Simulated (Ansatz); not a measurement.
A surface is cut from this relaxed crystal of AlRu:

Space group Pm-3m (No. 221). a = 2.983 Å, b = 2.983 Å, c = 2.983 Å, α = 90.00°, β = 90.00°, γ = 90.00°
| atom | site | symmetry | x | y | z |
| --- | --- | --- | --- | --- | --- |
| Al | 1a | m-3m | 0.0000 | 0.0000 | 0.0000 |
| Ru | 1b | m-3m | 0.5000 | 0.5000 | 0.5000 |

Miller indices refer to the conventional cell of Pm-3m (No. 221), a = 2.983 Å, b = 2.983 Å, c = 2.983 Å, α = 90.00°, β = 90.00°, γ = 90.00°.

Consider the (110) slab of 6 planes, 10.5 Å thick with 15 Å of vacuum as cut; outer planes AlRu (top) and AlRu (bottom), all atoms relaxed.

Level of theory: Ansatz, DFT r2SCAN, scalar-relativistic, plane waves, PAW. Settings: cutoff 500 eV, Γ-centred mesh 12×8×1 on the computed 12-atom cell, Gaussian smearing of 0.10 eV; no spin polarisation. The cell repeats along c with a dipole correction in the vacuum.

(1) Give the surface energy (mean of both faces).

(2) Predict the work function.

(3) The top two planes lie 2.109 Å apart in the bulk. How does relaxation change this?

Results:

(1) 2.46 J/m².

(2) 4.76 eV.

(3) The spacing becomes 2.089 Å (-0.9 %), and the top plane rumples by 0.032 Å.